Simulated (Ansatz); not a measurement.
MoS₂ (space group P6_3/mmc)

```yaml
crystal:
  lattice:
    - [3.12771, 0.00000, 0.00000]
    - [-1.56385, 2.70867, 0.00000]
    - [0.00000, 0.00000, 12.19912]
  atoms:
    - { symbol: Mo, position: [0.00000, 0.00000, 0.25000] }
    - { symbol: Mo, position: [0.00000, 0.00000, 0.75000] }
    - { symbol: S, position: [0.33333, 0.66667, 0.37714] }
    - { symbol: S, position: [0.66667, 0.33333, 0.62286] }
    - { symbol: S, position: [0.66667, 0.33333, 0.87714] }
    - { symbol: S, position: [0.33333, 0.66667, 0.12286] }
```

Method: LDA (plane waves to 420 eV, PAW, scalar-relativistic; Ansatz, a first-principles code). DFPT wavenumbers on a 12×12×4 k mesh, in cm⁻¹; i marks imaginary ones, q is in fractions of the reciprocal vectors of the cell shown, and the three acoustic modes at Γ are left out. The non-analytic (LO-TO) term is not included, so polar modes at Γ have their transverse values. The program warned that its band solver left a few bands short of their tolerance. MoS2 is run without spin polarisation. MoS2 was relaxed with its symmetry unable to fall.

**Question.** Is the structure dynamically stable at Γ, M = (0.5, 0.0, 0.0), A = (0.0, 0.0, 0.5), L = (0.5, 0.0, 0.5)?

**Answer.** No imaginary mode at these points (lowest 18 cm⁻¹ at A = (0.0, 0.0, 0.5)); other wave vectors were not tested.

**Question.** List the wavenumbers at Γ, M = (0.5, 0.0, 0.0), A = (0.0, 0.0, 0.5), L = (0.5, 0.0, 0.5), with degeneracies.

**Answer.** 
```tsv
q	wavenumbers (cm⁻¹)
Γ	25 (×2), 44, 288 (×2), 289 (×2), 389 (×2), 390 (×2), 410, 414, 472, 477
M = (0.5, 0.0, 0.0)	156, 161, 169, 174, 237, 237, 309, 312, 336, 341, 357, 362, 371, 372, 392, 393, 412, 417
A = (0.0, 0.0, 0.5)	18 (×4), 31 (×2), 288 (×4), 389 (×4), 412 (×2), 476 (×2)
L = (0.5, 0.0, 0.5)	159 (×2), 172 (×2), 237 (×2), 310 (×2), 338 (×2), 361 (×2), 372 (×2), 392 (×2), 415 (×2)
```
